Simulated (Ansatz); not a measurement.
**Trial structures of TaGe3Ru: starts and ends**

The calculation used DFT PBE, scalar-relativistic, plane waves, PAW in Ansatz 0.2.0. Settings: cutoff 420 eV, Γ-centred meshes spaced at most about 0.3 Å⁻¹, and about 0.25 Å⁻¹ or finer for metals (2π included), Gaussian smearing. Collinear spin in cells that started with moments and kept them past the coarse steps, no spin elsewhere.

Each guess was relaxed in cell and atoms at zero pressure, within the symmetry of its start. These are static total energies at zero pressure. Coordination counts Ge atoms around Ru and Ta (those within 1.25 times the shortest such distance or 1.15 times the sum of covalent radii; the shortest distance is added where it is long for a bond).

| guess | made from | start group | V start (Å³/atom) | end group | V end (Å³/atom) | coordination at the end | gap on mesh (eV) | largest moment (μB) | E over the lowest end (meV/atom) |
| --- | --- | --- | --- | --- | --- | --- | --- | --- | --- |
| 1 | Sm3SnN type | Pm-3m | 17.3 | ? | ? | ? | ? | ? | ? |
| 2 | SmSiPt3 type | P4mm | 17.4 | P4mm | 18.7 | Ta 8, Ru 5 | 0 | - | 0 |
| 3 | random cell | Cmmm | 19.0 | P4/mmm | 18.6 | Ta 4, Ru 8 | 0 | 0.5 | 384 |
| 4 | CdNi3N type | Pm-3m | 15.6 | Pm-3m (antiperovskite) | 20.7 | Ta 12, Ru 6 | 0 | - | 810 |
| 5 | random cell | P6/mmm | 21.2 | P6/mmm | 23.9 | Ta 12 from 3.6 Å, Ru 6 | 0 | - | 888 |

Guess 1 as it starts:

```yaml
crystal:
  lattice:
    - [4.41972, 0.00000, 0.00000]
    - [0.00000, 4.41972, 0.00000]
    - [0.00000, 0.00000, 4.41972]
  atoms:
    - { symbol: Ta, position: [0.00000, 0.00000, 0.00000] }
    - { symbol: Ge, position: [0.50000, 0.00000, 0.00000] }
    - { symbol: Ge, position: [0.00000, 0.50000, 0.00000] }
    - { symbol: Ge, position: [0.00000, 0.00000, 0.50000] }
    - { symbol: Ru, position: [0.50000, 0.50000, 0.50000] }
```

Task: Fill in the missing row: what does this guess relax into, and where does it rank?

Result: It ends in the antiperovskite type, space group Pm-3m (No. 221), with a = 4.952 Å, 24.3 Å³/atom and no gap, with moments up to 2.5 μB. It lies 0.99 eV/atom over the lowest end, above guess 5 and so the highest of the set. Counting Ge atoms around Ru and Ta, this end has Ta 6, Ru 12 from 3.5 Å and the lowest (guess 2) has Ta 8, Ru 5. The lowest (guess 2) holds Ge–Ge nets (shortest 2.60 Å); in this end the shortest Ge–Ge distance is 3.50 Å.

```cif
data_structure
_symmetry_space_group_name_H-M 'Pm-3m'
_symmetry_Int_Tables_number 221
_cell_length_a 4.9520
_cell_length_b 4.9520
_cell_length_c 4.9520
_cell_angle_alpha 90.000
_cell_angle_beta 90.000
_cell_angle_gamma 90.000
_cell_volume 121.44
loop_
_atom_site_label
_atom_site_type_symbol
_atom_site_symmetry_multiplicity
_atom_site_Wyckoff_symbol
_atom_site_fract_x
_atom_site_fract_y
_atom_site_fract_z
_atom_site_occupancy
Ta1 Ta 1 a 0.00000 0.00000 0.00000 1
Ge1 Ge 3 d 0.50000 0.00000 0.00000 1
Ru1 Ru 1 b 0.50000 0.50000 0.50000 1
```

The zero of energy is the elements' standard structures at the same level; no fitted shifts are applied.

Task: Is the lowest end bound against the elements?

Result: No: its formation energy is +0.19 eV/atom. A positive value: parting into the elements would lower its energy.

These runs have no spin–orbit coupling, which can matter for Ta. Another magnetic order may lie lower. Cells relaxed within their symmetry can be saddle points. A lower structure may well exist outside this small set. Some types were kept out of the candidates beforehand, so the set may lack a known form.
